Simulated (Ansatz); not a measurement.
A plane-wave DFT run in Ansatz 0.2.0 (scalar-relativistic PAW potentials unless the input names others): input and command.

```yaml
crystal:
  lattice:
    - [3.1447030044, 0.0, 0.0]
    - [-1.5723515022, 2.7233926892, 0.0]
    - [0.0, 0.0, 4.8589526725]
  atoms:
    - { symbol: Li, position: [0.3333333333, 0.6666666667, 0.5] }
    - { symbol: Li, position: [0.6666666667, 0.3333333333, 0.5] }
    - { symbol: Ta, position: [0.0, 0.0, 0.0] }
basis:
  ecutwfc: 420
kpoints:
  mp_grid: { grid: [18, 18, 10] }
hamiltonian:
  xc: pbe
  hubbard: { sites: [{ species: Ta, l: d, u_eff: 40.0 }] }
scf:
  occupations: { method: gaussian, width: 0.1 }
  max_iter: 60
output:
  forces: true
  eigenvalues: true
  stress: true
```

```bash
ansatz run input.yaml --threads 1 --pin off --max-ram 2560MiB --backend cpu --events-out ev --progress --plain --runs-dir out
```

Abridged log:
```
Basis set: ecut = 420 eV, 797 PW (Γ), exchange–correlation on 48×48×72 points (8 copies of the dense FFT grid, shifted against one another)
Bands: 14, of which v1, the nominal top of the filled ones, is band 10 counted from 1 (9 counted from 0)
Symmetry: 24 space group operations
k-points: 222 of 3240
SCF iter   1: F=—  HF=-10308.132411 eV  |F-HF|=—  |Δ(HF+E_count)|=         —  Δρ=1.73e-1  dr2=5.65e1  ethr=3.10e-3  ⟨swp⟩=5.2  Hψ=16288  notcnv=0
SCF iter   2: F=—  HF=-10306.415664 eV  |F-HF|=—  |Δ(HF+E_count)|=    1.72e0  Δρ=1.19e-1  dr2=2.63e1  ethr=3.10e-3  ⟨swp⟩=3.2  Hψ=8214  notcnv=0  defer=85
SCF iter   3: F=—  HF=-10305.249155 eV  |F-HF|=—  |Δ(HF+E_count)|=    1.17e0  Δρ=4.70e-2  dr2=3.97e0  ethr=3.10e-3  ⟨swp⟩=5.7  Hψ=13351  notcnv=0  defer=76
SCF iter   4: F=—  HF=-10304.689533 eV  |F-HF|=—  |Δ(HF+E_count)|=   5.60e-1  Δρ=6.59e-3  dr2=4.25e-2  ethr=3.10e-3  ⟨swp⟩=4.0  Hψ=8071  notcnv=0  defer=69
SCF iter   5: F=—  HF=-10304.686703 eV  |F-HF|=—  |Δ(HF+E_count)|=   2.83e-3  Δρ=1.06e-3  dr2=2.95e-4  ethr=2.24e-4  ⟨swp⟩=2.6  Hψ=6031  notcnv=0  defer=74
SCF iter   6: F=—  HF=-10304.686858 eV  |F-HF|=—  |Δ(HF+E_count)|=   1.55e-4  Δρ=2.59e-4  dr2=1.12e-4  ethr=1.55e-6  ⟨swp⟩=4.1  Hψ=5848  notcnv=0  defer=74
SCF iter   7: F=—  HF=-10304.686833 eV  |F-HF|=—  |Δ(HF+E_count)|=   2.48e-5  Δρ=4.06e-5  dr2=1.29e-6  ethr=5.89e-7  ⟨swp⟩=2.1  Hψ=3746  notcnv=0  defer=74
SCF iter   8: F=—  HF=-10304.686834 eV  |F-HF|=—  |Δ(HF+E_count)|=   1.68e-6  Δρ=8.26e-6  dr2=8.02e-8  ethr=5.26e-10  ⟨swp⟩=13.6  Hψ=24001  notcnv=0
SCF iter   9: F=-10304.686834 eV  HF=-10304.686834 eV  |F-HF|=4.46e-10  |Δ(HF+E_count)|=  4.22e-10  Δρ=1.11e-6  dr2=4.26e-10  ethr=4.22e-10  ⟨swp⟩=4.5  Hψ=11361  notcnv=0
SCF 1 converged in 9 iterations: F = -10304.686834 eV  dr2 = 4.26e-10
SCF converged after 9 iterations
Free energy (F): -10304.686834 eV
Harris-Foulkes:  -10304.686834 eV  (|F-HF|=4.46e-10)
Internal energy: -10304.678359 eV  (E = F + TS)
E sigma→0 (E₀):  -10304.682597 eV
Entropy (-TS):   -0.008475 eV (-2.825 meV/atom)
Fermi energy:    17.700181 eV
--- Forces (eV/Å), atoms counted from 1 ---
  atom   1  Li     0.00000000     0.00000000     0.00000000
  atom   2  Li     0.00000000     0.00000000     0.00000000
  atom   3  Ta     0.00000000     0.00000000     0.00000000
--- Stress (GPa, compression-positive) ---
      182.805840       0.000000       0.000000
        0.000000     182.805840       0.000000
        0.000000       0.000000      60.230805
  P = ⅓ Tr σ = 141.9475 GPa (1419.475 kbar)
Occupation matrices written to <dir>
```

Task: What is wrong with this input?

Result: The fault is an enormous or negative U (hamiltonian.hubbard: not typed → {"sites": [{"species": "Ta", "l": "d", "u_eff": 40.0}]}, the first being the value of the sound run). Setting it back cures it. The run converged all the same, with an energy at zero smearing 11.4 eV/atom above the reference's (the Hamiltonian itself differs), pressure 141.95 GPa, largest force 0.000 eV/Å, no gap on the mesh, so convergence alone doesn't show that an input is right. A reference run on usual settings, whose relaxation ended at this geometry, converged, and the end of its own relaxation has pressure 0.00 GPa, largest force 0.000 eV/Å, no gap on the mesh.

It took 11 s on 1 thread of Arm Neoverse V2 (shared host), peak memory 0.45 GiB.